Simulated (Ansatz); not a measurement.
The cell is B3As2N as one 6-atom ordering (Imm2) on the zincblende lattice; cell and atoms were relaxed with r2SCAN. Space group Imm2 (No. 44), orthorhombic; conventional cell a = 3.141 Å, b = 9.373 Å, c = 4.409 Å, 10.82 Å³ an atom. Around N lie 4 B at 1.57–1.80 Å; around B lie 2 N at 1.80 Å and 2 As at 2.06 Å; around As lie 4 B at 2.03–2.08 Å; around B lie 1 N at 1.57 Å and 3 As at 2.03–2.08 Å.

```
N B As
1.0
    -1.57062    4.68639    2.20446
     1.57062   -4.68639    2.20446
     1.57062    4.68639   -2.20446
N B As
1 3 2
Direct
  0.98712 0.98712 0.00000
  0.18845 0.68845 0.50000
  0.64827 0.78655 0.86172
  0.92482 0.78655 0.13828
  0.33727 0.00067 0.33660
  0.66407 0.00067 0.66340
```

The questions ask for values computed with the PAW code Ansatz on this geometry. The cell comes from a prototype generator: it can be a known phase or a hypothetical one. No magnetic order is allowed.

Given (10×10×10 mesh): With r2SCAN the valence top lies at Γ and the conduction bottom at G₀–X (0.28 of the way from G₀), 0.35 eV higher; the smallest vertical gap, at X, is 0.92 eV.

Q: Estimate the gap with PBE on 10×10×10.

A: PBE gives an indirect gap of 0.19 eV, from Γ to G₀–X (0.30 of the way from G₀); the least direct gap is 0.68 eV at X. The gap differs by -0.16 eV from r2SCAN's.

Q: Estimate the gap with HSE06 on 6×6×6.

A: The HSE06 gap is indirect, 0.90 eV (Γ to G₀–X (0.28 of the way from G₀)), below the direct gap of 1.44 eV at X. The gap differs by +0.55 eV from r2SCAN's.

Q: What does PBE0 give for the gap (6×6×6 mesh)?

A: PBE0 gives an indirect gap of 1.59 eV, from Γ to G₀–X (0.28 of the way from G₀); the least direct gap is 2.15 eV at X. The gap differs by +1.24 eV from r2SCAN's.

Q: Roughly how does the cost of the PBE0 run (6×6×6) compare with r2SCAN's (10×10×10)?

A: About 13 times as much (24 core-minutes against 110 core-seconds, on 4 threads of Intel(R) Xeon(R) Processor @ 2.50GHz (Skylake/Cascade Lake) (shared host)).

Q: What do these levels agree on?

A: r2SCAN covers 23 % of the step from PBE to HSE06, while HSE06 needs about 11 times r2SCAN's rough cost (on a coarser mesh). All these functionals give a gap of the same kind, indirect.

Where an edge lies off the special points, it is a point of the mesh or the k point where a search put PBE's edge or least direct gap, reused for the other functionals, whose own edges may lie a little apart; PBE's own value is read along its path and can be a few hundredths of an eV high.
